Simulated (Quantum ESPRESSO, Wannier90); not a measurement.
## Wannier functions of HgTe (zinc blende)

```
CELL_PARAMETERS angstrom
      0.00000     3.28999     3.28999
      3.28999     0.00000     3.28999
      3.28999     3.28999     0.00000
ATOMIC_POSITIONS crystal
  Hg 0.00000 0.00000 0.00000
  Te 0.75000 0.75000 0.75000
```

Structure: Materials Project mp-2730, symmetrised, not relaxed again. COD (Crystallography Open Database) has the formula in 2 space groups, this one among them (matched by group alone). Method: PBEsol plane waves in Quantum ESPRESSO 7.5 (PseudoDojo norm-conserving files, 66 Ry, no spin polarisation, no spin-orbit coupling), Bloch states on a 8×8×8 mesh through Γ, Wannier90 4.0.1. Density: 8×8×8 mesh, Gaussian smearing 0.01 Ry. Spin-orbit coupling is left out although heavy elements are present.

Base run: 8 functions from bands 10,16-31 of the 31 computed, start hydrogen-like Hg: s;p; Te: s;p, centres 0.05 Å off the atoms, frozen window up to 1.50 eV relative to the Fermi level, outer window open. Bands 11–15 (Hg 5d 93 %, Te 5p 4 %) lie between the kept ones and are excluded. Rows change the key named; with other orbitals the number of functions and the frozen window follow, as listed; window edges are relative to the Fermi level. The misfit compares interpolated bands with pw.x on a high-symmetry path, for states up to 1.0 eV relative to the Fermi level. Converged means that the tolerances were met: symmetric starts can stop on a saddle, which shows as a larger Ω_OD at equal Ω_I and can move the misfit too.

Rows with other orbitals or bands describe another subspace, so their Ω_I can't be set against the base's. Runs that didn't settle are not listed.

```json
[
 {"setting": "base", "orbitals": "Hg sp, Te sp", "bands": "10,16-31", "functions": "8", "frozen to (eV)": "1.50", "Ω_I (Å²)": "17.99", "Ω_D (Å²)": "0.04", "Ω_OD (Å²)": "2.09", "rms misfit (meV)": "2.7", "worst (meV)": "14", "ended": "converged"},
 {"setting": "num_iter = 0 (projection only), orbitals on the atoms", "orbitals": "Hg sp, Te sp", "bands": "10,16-31", "functions": "8", "frozen to (eV)": "1.50", "Ω_I (Å²)": "17.99", "Ω_D (Å²)": "0.04", "Ω_OD (Å²)": "6.29", "rms misfit (meV)": "2.2", "worst (meV)": "10", "ended": "no minimisation"},
 {"setting": "start: the same orbitals exactly on the atoms", "orbitals": "Hg sp, Te sp", "bands": "10,16-31", "functions": "8", "frozen to (eV)": "1.50", "Ω_I (Å²)": "17.99", "Ω_D (Å²)": "0.05", "Ω_OD (Å²)": "5.86", "rms misfit (meV)": "2.1", "worst (meV)": "8.8", "ended": "converged"},
 {"setting": "start: sp3 on every atom", "orbitals": "Hg sp, Te sp", "bands": "10,16-31", "functions": "8", "frozen to (eV)": "1.50", "Ω_I (Å²)": "17.99", "Ω_D (Å²)": "0.04", "Ω_OD (Å²)": "2.67", "rms misfit (meV)": "2.3", "worst (meV)": "9.8", "ended": "converged"},
 {"setting": "start: atomic waves of the pseudopotential files", "orbitals": "Hg 6s, Te 5s, Te 5p", "bands": "10,16-31", "functions": "5", "frozen to (eV)": "1.50", "Ω_I (Å²)": "15.95", "Ω_D (Å²)": "0.25", "Ω_OD (Å²)": "2.51", "rms misfit (meV)": "2.4", "worst (meV)": "31", "ended": "converged"},
 {"setting": "atomic waves with projectability windows 0.01 and 0.95", "orbitals": "Hg 6s, Te 5s, Te 5p", "bands": "10,16-31", "functions": "5", "frozen to (eV)": "1.50", "Ω_I (Å²)": "16.16", "Ω_D (Å²)": "0.25", "Ω_OD (Å²)": "2.51", "rms misfit (meV)": "1.8", "worst (meV)": "21", "ended": "converged"},
 {"setting": "start: SCDM erfc, mu = fit minus three sigma, no disentanglement steps", "orbitals": "Hg 6s, Te 5s, Te 5p", "bands": "10,16-31", "functions": "5", "frozen to (eV)": "none", "Ω_I (Å²)": "18.15", "Ω_D (Å²)": "0.26", "Ω_OD (Å²)": "1.85", "rms misfit (meV)": "1.3", "worst (meV)": "7.1", "ended": "converged"}
]
```
